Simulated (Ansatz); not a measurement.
# C: zone-centre modes under pressure

C, R-3m, a = 2.445 Å, c = 9.912 Å. Ansatz: LDA, PAW, 420 eV, Γ-centred 12×12×12 mesh on 2 atoms, fixed occupations; no spin polarisation. Cell and atoms are relaxed at each pressure with the symmetry kept; optical modes at Γ by linear response, in cm⁻¹, matched by rank (the highest 2 distinct ones).

| P (GPa) | V (Å³/atom) | ω1 | ω2 |
| --- | --- | --- | --- |
| 0 | 8.553 | 884.4 | 1602.6 |
| 5 | 7.796 | 874.1 | 1631.2 |
| 11 | 7.349 | 862.9 | 1654.0 |
| 22 | 6.840 | ? | ? |

Problem. Get each mode's Grüneisen parameter γ = −d ln ω/d ln V from the other rows and predict the missing frequencies.

Solution. ln(V/V0) = 0.0000, -0.0927, -0.1517, -0.2235; a line through ln(ω/ω0) of the 3 known rows gives ω1: γ = -0.159 (intercept 0.0008), predicted 854.2, computed 839.6; ω2: γ = 0.207 (intercept -0.0004), predicted 1677.6, computed 1684.9. The worst miss is 1.7 %: γ isn't constant over this range.

Each cell of C holds layers, and where no dispersion correction was added their binding is poorly described.